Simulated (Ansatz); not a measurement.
A calculation with the code Ansatz. Plane-wave DFT: an element X is put into a periodic supercell of the crystal below and the atoms relax. X is one of the candidates, and is told by the neutral defect's formation energy over the elements (uncorrected), its moments where the run had spin, and its relaxed neighbours, eight at most.

```
cell
1.0
     0.0000    3.4588    3.4588
     3.4588    0.0000    3.4588
     3.4588    3.4588    0.0000
Gd Mg Ni
1 1 4
Direct
  0.0000 0.0000 0.0000
  0.2500 0.2500 0.2500
  0.6238 0.1285 0.6238
  0.6238 0.6238 0.1285
  0.6238 0.6238 0.6238
  0.1285 0.6238 0.6238
```

- host atoms in supercell: 24
- functional: PBEsol
- wave cutoff: 420 eV
- k mesh: 3, 3, 3
- k shift: 0, 0, 0 mesh steps
- gaussian smearing: 0.05 eV
- start displacement: 0.05 angstrom
- electrons started on: no chosen atoms
- candidate elements: H, S, Ca, Se, Br, Nb
- found formation energy: -0.12 eV
- found moment change of cell: 0.45 muB
- found absolute moment of cell: 29.51 muB
- found largest move from host sites: 0.715 angstrom
- found added atom moment: 0 muB

```csv
supercell vector,supercell times a (host cell vectors),supercell times b (host cell vectors),supercell times c (host cell vectors)
A,-1,1,1
B,-1,1,-1
C,-1,-1,1
```

| change element | change kind | change place a (host cell vectors) | change place b (host cell vectors) | change place c (host cell vectors) |
| --- | --- | --- | --- | --- |
| X | interstitial | -1 | 1 | -0.65 |

```json
{"found neighbour element": "Ni", "found neighbour distance (angstrom)": "1.564"}
{"found neighbour element": "Ni", "found neighbour distance (angstrom)": "1.564"}
{"found neighbour element": "Mg", "found neighbour distance (angstrom)": "1.94"}
{"found neighbour element": "Gd", "found neighbour distance (angstrom)": "2.392"}
{"found neighbour element": "Gd", "found neighbour distance (angstrom)": "2.427"}
{"found neighbour element": "Ni", "found neighbour distance (angstrom)": "2.836"}
{"found neighbour element": "Ni", "found neighbour distance (angstrom)": "2.854"}
{"found neighbour element": "Ni", "found neighbour distance (angstrom)": "2.906"}
```

Problem. Which element is X?

Solution. H.

Caveats: Gd without a U keeps its half-filled shell, but its 4f levels lie too near the Fermi level; open f or d shells may hold a state above the lowest; one random start near the defect, so other minima are possible; the supercell is small.
